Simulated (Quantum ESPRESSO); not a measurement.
```
CdZnS2
1.0
    3.92812     0.00000     0.00000
    0.00000     3.92812     0.00000
    0.00000     0.00000     5.65245
S Zn Cd
2 1 1
Direct
  0.50000   0.00000   0.27543
  0.00000   0.50000   0.72457
  0.00000   0.00000   0.50000
  0.50000   0.50000   0.00000
```

Cell and atoms were relaxed with PBEsol from Materials Project entry mp-971712, within its symmetry.

Task: What does PBEsol (pw.x of Quantum ESPRESSO, ONCV potentials, with spin-orbit coupling) give for the electronic structure near the Fermi level?

Result: The PBEsol gap is direct, 1.36 eV at Γ. 

The structure is a Materials Project entry; no match was found in the copy of COD used, and its stability was not checked.
